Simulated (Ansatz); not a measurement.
SrHfN2 in space group R-3m (No. 166; Sr on 3a, Hf on 3b, N on 6c), LDA (plane waves, PAW; program Ansatz). The conduction-band minimum lies at F, with 3 equivalent valleys. Second derivatives d²E/dk² of the lowest band at one valley (eV·Å²), along Cartesian directions:

| direction | d²E/dk² |
|---|---|
| [100] | 29.17 |
| [010] | 46.22 |
| [001] | 45.09 |
| [110] | 22.92 |
| [101] | 16.56 |
| [011] | 33.80 |

Problem. Find the principal effective masses, the density-of-states mass and the conductivity mass.

Solution. Off-diagonal terms follow from H_xy = H[110] − (H_xx + H_yy)/2, and m*/mₑ = 7.620 eV·Å² over each eigenvalue: 0.13, 0.14, 1.2. One valley's DOS mass (m₁m₂m₃)^(1/3) = 0.28, conductivity mass 3/(Σ 1/mᵢ) = 0.19 mₑ.

Problem. What effective density of states Nc follows at 300 K for parabolic valleys?

Solution. Nc = 2.509e19 × 3 × (0.28)^(3/2) ≈ 1.1e19 cm⁻³.

The workflow started from a Materials Project entry (that database holds measured and hypothetical structures alike); the Crystallography Open Database copy checked does not list it. Its standing as an ambient phase is unchecked. Symmetry was held in the LDA relaxation; of distortions, only those at the zone centre were tested. The run is not spin-polarised. Scalar-relativistic: spin–orbit coupling is off unless named, which matters more the heavier the elements.

Potentials: the later of the program's two PAW sets.

Edges and masses are those of Kohn–Sham bands, whose gap is no quasiparticle gap.
